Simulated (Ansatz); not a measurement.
AlMo2N in space group P6_3/mmc (No. 194; Al on 2d, Mo on 4f, N on 2a) at seven volumes, plane-wave PAW r²SCAN (Ansatz code), shape and atoms relaxed at each. One row is withheld.

```csv
V (Å³/atom),P (GPa)
11.570,28.09
11.952,?
12.333,7.90
12.715,0.00
13.096,-6.72
13.477,-12.41
13.859,-17.21
```

Problem. Fit the shown pressures and predict the withheld one.

Solution. Third-order Birch–Murnaghan: P = (3/2)B₀(x^(7/2) − x^(5/2))[1 + (3/4)(B′ − 4)(x − 1)] with x = (V₀/V)^(2/3). Least squares on the six rows gives V₀ = 12.715 Å³/atom, B₀ = 241.7 GPa, B′ = 4.41. At V = 11.952, x = 1.0421 and P = 17.15 GPa. The run itself gave 17.19 GPa.

The start of the workflow was typed in or built on a structure type; neither database checked (COD, Materials Project) lists it. Its standing as an ambient phase is unchecked. Symmetry was held in the r²SCAN relaxation; whether a distortion lowers the energy is not shown. The workflow began spin-polarised and lost its moments.

Potentials: the earlier of the program's two PAW sets.
